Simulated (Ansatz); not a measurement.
Input file for Ansatz (a quantum-chemistry and plane-wave program):

Ansatz 0.2 input:
```yaml
crystal:
  lattice:
    - [3.6699710772, 0.0, 0.0]
    - [0.0, 3.8590134986, 0.0]
    - [0.0, 0.0, 6.4333531166]
  atoms:
    - { symbol: Ta, position: [0.5, 0.0, 0.5] }
    - { symbol: Ta, position: [0.0, 0.0, 0.0] }
    - { symbol: O, position: [0.5, 0.5, 0.5] }
    - { symbol: O, position: [0.0, 0.0, 0.6792421801] }
    - { symbol: O, position: [0.0, 0.0, 0.3207578199] }
    - { symbol: O, position: [0.0, 0.5, 0.0] }
    - { symbol: O, position: [0.5, 0.0, 0.0] }
kpoints:
  mp_grid: { grid: [8, 7, 5] }
hamiltonian:
  xc: pbesol
  pseudopotentials: { kind: paw }
scf:
  occupations: { method: fixed }
phonons:
  method: dfpt
  response_accuracy: low
  eigenvectors: true
  rigid_motions: translations
  dielectric: true
```

Output (shortened):

```
Pseudopotential: Ta, paw, valence charge 13
Pseudopotential: O, paw, valence charge 6
Functional definition: PBEsol
Crystal: 7 atoms, lattice volume = 91.112 Å³
Basis set: ecut = 420 eV, 1773 PW (Γ), exchange–correlation on 50×54×90 points (8 copies of the dense FFT grid, shifted against one another)
Bands: 35, of which v1, the nominal top of the filled ones, is band 28 counted from 1 (27 counted from 0)
Symmetry: 8 space group operations
k-points: 141 of 280 (irreducible under 1 space group operation, time reversal used)
SCF iter   1: F=—  HF=-22422.346407 eV  |F-HF|=—  |Δ(HF+E_count)|=         —  Δρ=1.50e-2  dr2=1.58e-1  ethr=1.77e-3  ⟨swp⟩=4.7  Hψ=18316  notcnv=0  defer=651
preconditioner: auto → Resta (q_TF=auto, 2.516 Å⁻¹)
SCF iter   2: F=—  HF=-22422.312583 eV  |F-HF|=—  |Δ(HF+E_count)|=   3.38e-2  Δρ=4.55e-3  dr2=2.30e-2  ethr=2.82e-4  ⟨swp⟩=2.0  Hψ=8535  notcnv=0  defer=682
SCF iter   3: F=—  HF=-22422.309183 eV  |F-HF|=—  |Δ(HF+E_count)|=   3.40e-3  Δρ=2.49e-3  dr2=6.49e-3  ethr=4.11e-5  ⟨swp⟩=2.0  Hψ=6823  notcnv=0  defer=701
SCF iter   4: F=—  HF=-22422.308306 eV  |F-HF|=—  |Δ(HF+E_count)|=   8.77e-4  Δρ=1.08e-3  dr2=1.11e-3  ethr=1.16e-5  ⟨swp⟩=2.7  Hψ=7014  notcnv=0  defer=705
SCF iter   5: F=—  HF=-22422.308163 eV  |F-HF|=—  |Δ(HF+E_count)|=   1.44e-4  Δρ=3.31e-4  dr2=1.32e-4  ethr=1.98e-6  ⟨swp⟩=2.0  Hψ=7577  notcnv=0  defer=699
SCF iter   6: F=—  HF=-22422.308175 eV  |F-HF|=—  |Δ(HF+E_count)|=   1.19e-5  Δρ=1.10e-4  dr2=1.36e-5  ethr=2.36e-7  ⟨swp⟩=2.0  Hψ=7055  notcnv=0  defer=324
SCF iter   7: F=—  HF=-22422.308192 eV  |F-HF|=—  |Δ(HF+E_count)|=   1.71e-5  Δρ=1.04e-4  dr2=8.38e-6  ethr=2.44e-8  ⟨swp⟩=2.0  Hψ=7452  notcnv=0  defer=303
SCF iter   8: F=—  HF=-22422.308188 eV  |F-HF|=—  |Δ(HF+E_count)|=   3.53e-6  Δρ=1.62e-5  dr2=2.14e-7  ethr=1.50e-8  ⟨swp⟩=2.0  Hψ=7124  notcnv=0  defer=299
SCF iter  12: F=-22422.308188 eV  HF=-22422.308188 eV  |F-HF|=4.00e-11  |Δ(HF+E_count)|=  6.44e-10  Δρ=1.57e-7  dr2=3.35e-11  ethr=1.00e-12  ⟨swp⟩=13.2  Hψ=27672  notcnv=0
SCF 1 converged in 12 iterations: F = -22422.308188 eV  dr2 = 3.35e-11
NSCF: frozen V_eff on 6 k-points
DFPT response loops at Γ: preconditioner auto → Resta (q_TF=auto, 2.516 Å⁻¹)  ε∞=12.7 (no band partly filled) …
── the response to a field inside a basis, on 10×10×6 k-points: an SCF that follows is theirs, and a resumed run solves both again ──
Crystal: 7 atoms, lattice volume = 91.112 Å³
Bands: 29, of which v1, the nominal top of the filled ones, is band 28 counted from 1 (27 counted from 0)
k-points: 75 of 600
SCF iter   1: F=—  HF=-22422.281053 eV  |F-HF|=—  |Δ(HF+E_count)|=         —  Δρ=3.97e-4  dr2=3.20e-5  ethr=1.00e-1
preconditioner: auto → Resta (q_TF=auto, 2.516 Å⁻¹)
SCF iter   2: F=—  HF=-22422.281056 eV  |F-HF|=—  |Δ(HF+E_count)|=   2.97e-6  Δρ=1.78e-4  dr2=1.15e-5  ethr=5.71e-8
SCF iter   3: F=—  HF=-22422.281058 eV  |F-HF|=—  |Δ(HF+E_count)|=   2.17e-6  Δρ=8.14e-5  dr2=1.59e-6  ethr=2.06e-8
SCF iter   4: F=—  HF=-22422.281058 eV  |F-HF|=—  |Δ(HF+E_count)|=   7.69e-7  Δρ=1.18e-5  dr2=1.16e-7  ethr=2.84e-9
SCF iter   5: F=-22422.281058 eV  HF=-22422.281058 eV  |F-HF|=2.67e-8  |Δ(HF+E_count)|=   1.51e-8  Δρ=7.60e-6  dr2=4.84e-8  ethr=2.08e-10
SCF 1 converged in 5 iterations: F = -22422.281058 eV  dr2 = 4.84e-8
DFPT response loops at Γ: preconditioner auto → Resta (q_TF=auto, 2.516 Å⁻¹)  ε∞=11.0 (no band partly filled) …
SCF converged after 12 iterations
Free energy (F): -22422.308188 eV
Harris-Foulkes:  -22422.308188 eV  (|F-HF|=4.00e-11)
Internal energy: -22422.308188 eV  (E = F + TS)
E sigma→0 (E₀):  -22422.308188 eV
Fermi energy:    8.689482 eV
--- Per-component energies (eV) ---
  E_band       = -497.582880
  E_kinetic    = 1596.539100
  E_local      = -3784.185782  (includes V_loc(G=0)·N_el)
  E_nonlocal   = 274.924775
  E_hartree    = 1346.372006
  E_xc         = -793.382212
  E_vxc        = -868.508407  (∫ρ·V_xc dr)
  E_paw        = -17307.173004  (= ΣΔE_a)
  E_vpaw       = -409.109538  (= ΣTr[D̂ρ^β])
  E_aug_tail   = 0.012763  (compensation charges beyond the density's cutoff)
  E_ewald      = -3756.019566
  E_core_change = 0.603732  (= ΣΔE_core)
  E_smearing   =  0.000000  (= −TS)
  E_closure    =  0.000000  (closes the sum)
  Σ components = -22422.308188   (vs F -22422.308188, Δ=0.00e0)
  [band-id]    e_kinetic+e_local+e_nonlocal+2·e_hartree+e_vxc+e_vpaw+e_augmentation_tail = -497.583077   (vs E_band -497.582880, Δ=-1.97e-4)
--- Band table (eV; the first three rows and the last of 141) ---
  k-point 0: bands = ["-61.2272", "-58.7509", "-27.7988", "-27.5602", "-27.4290", "-25.6500", "-25.4788", "-25.2716", "-10.4263", "-10.0193", "-9.6939", "-8.3615", "-8.3442", "1.7994", "2.8467", "4.8724", "4.9211", "5.0400", "5.5436", "5.7848", "5.9935", …
  k-point 1: bands = ["-61.2272", "-58.7509", "-27.7983", "-27.5602", "-27.4290", "-25.6501", "-25.4799", "-25.2716", "-10.3719", "-10.0274", "-9.6512", "-8.5126", "-8.3270", "2.1054", "2.9012", "4.7942", "4.9483", "5.0081", "5.5426", "5.6695", "6.0695", …
  k-point 2: bands = ["-61.2272", "-58.7509", "-27.7974", "-27.5602", "-27.4289", "-25.6502", "-25.4816", "-25.2716", "-10.2759", "-10.0471", "-9.5379", "-8.7745", "-8.3251", "2.7414", "3.0007", "4.6529", "4.9622", "5.0157", "5.5067", "5.5422", "5.8171", …
  k-point 140: bands = ["-61.2248", "-58.7489", "-27.7747", "-27.6651", "-27.5394", "-25.8946", "-25.4621", "-25.3812", "-9.2767", "-8.7592", "-8.6236", "-7.5945", "-6.8883", "1.3609", "1.4761", "2.3244", "2.7745", "3.1125", "3.1935", "3.3038", "3.7713", …
--- Phonons (Γ-DFPT): 18 representative perturbations + reference, on 141 of 280 k-points (Σ response iterations 57) ---
  ASR residual: 1.287e-3 → 0.000e0 eV/Å²; symmetrization residual: 1.314e-4 eV/Å²
  ASR residual per site (eV/Å²): 7.50e-4 9.51e-4 5.41e-4 2.17e-4 2.17e-4 6.93e-4 1.29e-3
  Γ frequencies (cm⁻¹): -395.34 -293.38 -272.51 -146.11 0.00 0.00 0.00 51.60 90.14 102.78 152.40 198.25 205.45 276.97 299.60 303.03 381.01 438.51 578.56 772.11 870.51
  ε∞ (high-frequency dielectric tensor):
        6.948125     0.000000     0.000000
        0.000000     7.726306     0.000000
        0.000000     0.000000     5.269839
  ε⁰ (static dielectric tensor): not given — an optical mode at Γ is not stable, and the ionic part, a sum over the modes at Γ, is formed only where all of …
  softest optical mode at Γ: -395.34 cm⁻¹; the repairs (sum rule, projections) moved no ω² at Γ by more than (8.29 cm⁻¹)²
  Born effective charges Z* (e; rows j = field, columns β = displacement):
    site 0:
         9.37592    0.00000    0.00000
         0.00000   10.72964    0.00000
         0.00000    0.00000    5.74258
    site 1:
         9.27307    0.00000    0.00000
         0.00000    9.84944    0.00000
         0.00000    0.00000    6.62221
    site 2:
        -1.37197    0.00000    0.00000
         0.00000   -8.72040    0.00000
         0.00000    0.00000   -1.02992
    site 3:
        -4.22792    0.00000    0.00000
         0.00000   -1.40381    0.00000
         0.00000    0.00000   -4.09623
    site 4:
        -4.22792    0.00000    0.00000
         0.00000   -1.40381    0.00000
         0.00000    0.00000   -4.09623
    site 5:
        -1.42667    0.00000    0.00000
         0.00000   -7.60516    0.00000
         0.00000    0.00000   -1.41557
    site 6:
        -7.39450    0.00000    0.00000
         0.00000   -1.44591    0.00000
         0.00000    0.00000   -1.72683
  Z* charge neutrality: 6.173e-3 e pre-enforcement
  solved inside a basis spanned on kpoints, on 10×10×6 k-points, its susceptibility summed on 12×10×6: ε∞ is read to err by 2.8e-2, Z* by 3.9e-2 e (field_mesh …
  optical modes at Γ without the LO–TO term, one row a degenerate level:
      ω (cm⁻¹)  modes    IR ((D/Å)²/amu)
       -395.34      1            16.8329
       -293.38      1            68.5553
       -272.51      1            38.5743
       -146.11      1            25.4764
         51.60      1             7.5577
         90.14      1             0.0722
        102.78      1             2.8126
        152.40      1            92.7878
        198.25      1            12.9127
        205.45      1             0.6779
        276.97      1             0.0000
        299.60      1             0.0000
        303.03      1             5.9765
        381.01      1            23.8472
        438.51      1            25.0529
        578.56      1            64.8350
        772.11      1             0.0000
        870.51      1            67.9645
  optical modes at Γ + LO–TO along q̂ = [1.0000, 0.0000, 0.0000]:
      ω (cm⁻¹)  modes    IR ((D/Å)²/amu)
       -395.34      1            16.8329
       -272.51      1            38.5743
       -146.11      1            25.4764
        -87.67      1             3.3666
         51.60      1             7.5577
         90.14      1             0.0722
        132.54      1             0.9545
        152.40      1            92.7878
        205.45      1             0.6779
        276.97      1             0.0000
        277.74      1             2.1986
        299.60      1             0.0000
        381.01      1            23.8472
        433.06      1            35.8916
        438.51      1            25.0529
        578.56      1            64.8350
        772.11      1             0.0000
       1035.33      1           115.8103
  optical modes at Γ + LO–TO along q̂ = [0.0000, 1.0000, 0.0000]:
      ω (cm⁻¹)  modes    IR ((D/Å)²/amu)
       -395.34      1            16.8329
       -293.38      1            68.5553
       -232.94      1             0.9468
       -146.11      1            25.4764
         64.52      1             0.0301
         90.14      1             0.0722
        102.78      1             2.8126
        198.25      1            12.9127
        205.45      1             0.6779
        276.97      1             0.0000
        299.60      1             0.0000
        303.03      1             5.9765
        365.87      1             6.1011
        381.01      1            23.8472
        494.62      1             5.5783
        772.11      1             0.0000
        870.51      1            67.9645
        918.41      1           216.1515
  optical modes at Γ + LO–TO along q̂ = [0.0000, 0.0000, 1.0000]:
      ω (cm⁻¹)  modes    IR ((D/Å)²/amu)
       -355.33      1             2.3769
       -293.38      1            68.5553
       -272.51      1            38.5743
         51.60      1             7.5577
         89.41      1             0.0119
        102.78      1             2.8126
        152.40      1            92.7878
        187.88      1             2.0547
        198.25      1            12.9127
        230.81      1             3.7941
        276.97      1             0.0000
        299.60      1             0.0000
        303.03      1             5.9765
        438.51      1            25.0529
        578.56      1            64.8350
        587.16      1            58.6690
        772.11      1             0.0000
        870.51      1            67.9645
```

Cost: roughly 18 core-minutes on shared cores.

Space group Pmmm. The first step of the workflow began from a Materials Project structure, measured or hypothetical; the Crystallography Open Database copy checked does not list it. COD files the formula under space group No. 49, so this cell is another polymorph or a model. Whether it is the stable phase at ambient conditions was not checked. The cell was relaxed with PBEsol under the symmetry of its start. At this level the phase is dynamically unstable (imaginary phonons). No spin polarisation was allowed. Scalar-relativistic: spin–orbit coupling is off unless named, which matters more the heavier the elements.

Potentials: the later of the program's two PAW sets.

Ansatz is a plane-wave DFT program.
